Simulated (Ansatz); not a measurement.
# W under strains and displacements

All numbers below come from DFT PBEsol, scalar-relativistic, plane waves, PAW in Ansatz 0.2.0.

Settings: cutoff 420 eV, Γ-centred mesh 18×18×18 on the computed 1-atom cell, Gaussian smearing of 0.10 eV; no spin polarisation.

Reference cell:

```yaml
crystal:
  lattice:
    - [0.00000, 2.03000, 2.03000]
    - [2.03000, 0.00000, 2.03000]
    - [2.03000, 2.03000, 0.00000]
  atoms:
    - { symbol: W, position: [0.00000, 0.00000, 0.00000] }
```

Each variant moves atoms of this cell by the vectors given, if any (Å), and then applies a symmetric strain (tensor components, Cartesian axes). The reference cell isn't relaxed at this level. Energies are per atom at zero smearing, counted from the lowest variant. Pressure is positive in compression.

1. strain (xx yy zz yz xz xy, %) -1.89 -1.89 -1.89 0.00 0.00 0.00
2. strain (xx yy zz yz xz xy, %) 4.92 4.92 4.92 0.00 0.00 0.00
3. strain (xx yy zz yz xz xy, %) -2.56 -2.56 -2.56 0.00 0.00 0.00
4. strain (xx yy zz yz xz xy, %) -1.25 -1.25 -1.25 0.00 0.00 0.00
5. strain (xx yy zz yz xz xy, %) -0.92 -0.92 -0.92 0.00 0.00 0.00

```json
{"variant": "1", "ΔE (meV/atom)": "0.6", "P (GPa)": "3.37", "space group": "Fm-3m"}
{"variant": "2", "ΔE (meV/atom)": "476.7", "P (GPa)": "-38.77", "space group": "Fm-3m"}
{"variant": "3", "ΔE (meV/atom)": "13.6", "P (GPa)": "10.07", "space group": "Fm-3m"}
{"variant": "4", "ΔE (meV/atom)": "0.0", "P (GPa)": "-2.48", "space group": "Fm-3m"}
{"variant": "5", "ΔE (meV/atom)": "4.0", "P (GPa)": "-5.33", "space group": "Fm-3m"}
```

Spin–orbit coupling is left out, which can shift energies with elements as heavy as these.

This fcc form isn't the element's structure at ambient conditions.